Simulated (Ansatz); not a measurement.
One crystal and one scan (energy over volume and axial ratio) at two levels, PBE (plane waves to 420 eV, PAW, scalar-relativistic; Ansatz, a first-principles code) and r2SCAN (plane waves to 500 eV, PAW, scalar-relativistic; Ansatz), each from its own relaxed cell and on its own mesh. The cell shown is that of PBE.

Ge (diamond)

```
Ge
1.0
    0.00000     2.88111     2.88111
    2.88111     0.00000     2.88111
    2.88111     2.88111     0.00000
Ge
2
Direct
  0.50000   0.50000   0.50000
  0.75000   0.75000   0.75000
```

Two coordinates are scanned: the volume, and the ratio of the stretch along z (the conventional c axis) to the stretch across it. Atoms keep their fractional coordinates.

The energy includes the smearing's −TS. Ge was relaxed with its symmetry unable to fall. The PAW data are Ansatz's earlier set. With partly filled bands, the response to shear is sensitive to the k mesh, so small differences along c/a are uncertain. Percentages come from the unrounded values. Both scans cover V/V₀ from 0.960 to 1.040 and (c/a)/(c/a)₀ from 0.920 to 1.080.

| quantity | PBE | r2SCAN | PBE − r2SCAN |
|---|---|---|---|
| Lattice constant a (Å) | 5.762 | 5.673 | +0.089 (+1.6 %) |
| Band gap of the relaxed cell, no spin-orbit coupling (eV) | 0.00 | 0.37 | -0.37 |
| Shear modulus C′ = (C11 − C12)/2 (fit, atoms clamped) (GPa) | 33 | 41 | -8 (-20 %) |

PBE gives the higher value for: lattice constant a. PBE gives the lower value for: band gap of the relaxed cell, no spin-orbit coupling; shear modulus C′.

(A scan under strain: stresses follow from slopes of the energy per volume, elastic moduli from its curvatures.)
